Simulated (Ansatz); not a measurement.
# Rb2LiNb2Te2O12: Nb-93 nuclear quadrupole resonance

Cell: a computed structure from the Materials Project (it need not be an observed phase), taken as it stands.

```xyz
19
Lattice="7.4539 0.0000 0.0000 3.7135 6.4966 0.0000 3.6311 2.2296 6.1884" Properties=species:S:1:pos:R:3 pbc="T T T"
Rb    7.1770    6.6341    2.5947
Rb    7.3939    2.2695    4.7794
Li    7.0559    2.3542    1.6969
Nb    3.8861    4.2429    2.9251
Nb    9.1965    5.4993    5.8655
Te    5.4871    5.4824    6.1480
Te    3.6156    2.2229    6.1275
O    13.3485    7.3421    5.6626
O     5.2919    3.4432    1.9459
O     8.8306    7.4045    5.7026
O     9.7959    3.4883    1.8346
O    11.2765    5.9541    1.8848
O     7.3163    4.9134    5.7289
O     1.4105    1.3965    0.5041
O     9.7197    5.1570    4.1432
O     6.0145    1.3408    0.3757
O     5.0983    5.1580    4.2656
O     3.6262    2.6923    4.1779
O     7.4798    3.7833    0.3837
```

Sites (sets of like atoms) are named by element and the number of their first atom in this list.

The numbers come from a DFT calculation in Ansatz (r2SCAN, plane waves and PAW, scalar-relativistic, 500 eV cutoff, Γ-centred 6×6×6 k-points, Fermi–Dirac smearing 0.05 eV).

Nb-93: I = 9/2, Q = -320.0 mb (year-2017 value). Static lattice, zero field.

**Question.** At which frequencies do the Nb-93 NQR lines lie?

**Answer.** For I = 9/2 and η = 0 the lines are |C_Q|/24 times 1, 2, 3 and 4; η shifts the lowest up most. At large η the states mix, and weaker lines appear at sums of the main ones; lines under 5 % of the strongest are left out.

```
site  atoms  V_zz (10²¹ V/m²)  C_Q (MHz)     η        line frequencies (MHz)
 Nb4      4             -3.55       27.4  0.53        2.15, 2.67, 3.23, 4.46
 Nb5      5             -3.71       28.7  0.97  2.91, 3.00, 4.28, 4.39, 5.91
```

At this cell the r2SCAN pressure is -6 GPa, so with r2SCAN the cell would shrink if it were relaxed. The entry's cell may itself be off. The largest force is 0.8 eV/Å, so the atoms aren't at the calculated equilibrium and relaxing them would move these values. With no gap above 0.1 eV, as in a metal, the gradients converge slowly in k; expect changes of a tenth or more on a denser mesh. Without spin–orbit coupling (the program notes it for Nb) the gradients can shift somewhat, as the gap is small. Semilocal functionals can leave a metal where correlation in the d or f shell opens a gap in the real compound, and that would change the values at and beside Nb.
